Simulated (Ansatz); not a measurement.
WF₂: energy against total moment

Computed with Ansatz 0.2.0, DFT PBE, scalar-relativistic, plane waves, PAW.

```xyz
6
Lattice="5.8785 0.0000 0.0000 0.0000 5.8785 0.0000 0.0000 0.0000 2.4770" Properties=species:S:1:pos:R:3 pbc="T T T"
W     0.0000    0.0000    0.0000
W     2.9393    2.9393    1.2385
F     1.4482    1.4482    0.0000
F     4.4304    4.4304    0.0000
F     4.3874    1.4911    1.2385
F     1.4911    4.3874    1.2385
```

```
plane-wave cutoff : 420 eV
Γ-centred k-mesh  : 6×6×14
occupation rule   : Gaussian smearing, 0.1 eV
```

The total moment of the cell is held at each value, at fixed atoms.

Site moments are spin moments in atom-centred spheres that scale with the neighbour distance.

| held moment (μB/cell) | E above lowest (meV/atom) | P (GPa) | site moments (μB) |
| --- | --- | --- | --- |
| 0.00 | 2.8 | 0.0 | none over 0.05 |
| 0.50 | 2.6 | 0.1 | W +0.11 (×2) |
| 1.00 | ? | ? | ? |
| 1.50 | 0.9 | 1.2 | W +0.35 (×2) |
| 2.00 | 0.0 | 1.9 | W +0.46 (×2) |
| 2.50 | 4.7 | 2.9 | W +0.58 (×2) |
| 3.00 | ? | ? | ? |
| 3.50 | ? | ? | ? |
| 4.00 | 84.9 | 6.7 | W +0.90 (×2), F +0.07 (×4) |

Task: Fill in the withheld rows.

Result: The withheld rows:

| held moment (μB/cell) | E above lowest (meV/atom) | P (GPa) | site moments (μB) |
| --- | --- | --- | --- |
| 1.00 | 2.7 | 0.6 | W +0.23 (×2) |
| 3.00 | 24.2 | 4.0 | W +0.69 (×2), F +0.05 (×4) |
| 3.50 | 50.8 | 5.5 | W +0.80 (×2), F +0.06 (×4) |

Cost: 9 runs of about 11 core-minutes in all, on AMD EPYC (Zen 3) (shared hosts).